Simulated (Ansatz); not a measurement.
TiRh3 (Cu3Au type, Pm-3m) under volume change, the program Ansatz at the LDA level (PAW), scaled uniformly.

| V (Å³/atom) | E − E(relaxed) (meV/atom) | P (GPa) |
|---|---|---|
| 12.195 | (withheld) | (withheld) |
| 12.597 | (withheld) | (withheld) |
| 12.999 | 11.1 | 9.12 |
| 13.401 | 0.0 | 0.00 |
| 13.803 | 9.9 | -7.68 |
| 14.205 | 37.5 | -14.12 |
| 14.607 | 79.9 | -19.53 |

Problem. Complete the blanks.

Solution. 
- 12.597, E − E(relaxed) (meV/atom): 47.2
- 12.597, P (GPa): 19.95
- 12.195, E − E(relaxed) (meV/atom): 112.9
- 12.195, P (GPa): 32.82

Problem. What does a third-order Birch–Murnaghan fit give for V₀, B₀ and B′?

Solution. V₀ = 13.40 Å³/atom, B₀ = 278 GPa, B′ = 4.7.

The workflow started from a Materials Project entry (that database holds measured and hypothetical structures alike); the Crystallography Open Database files this formula in space group No. 221, but the cells were not matched. Whether it is the stable phase at ambient conditions was not checked. Symmetry was held in the LDA relaxation; of distortions, only those at the zone centre were tested. The run is not spin-polarised.

Potentials: the later of the program's two PAW sets.
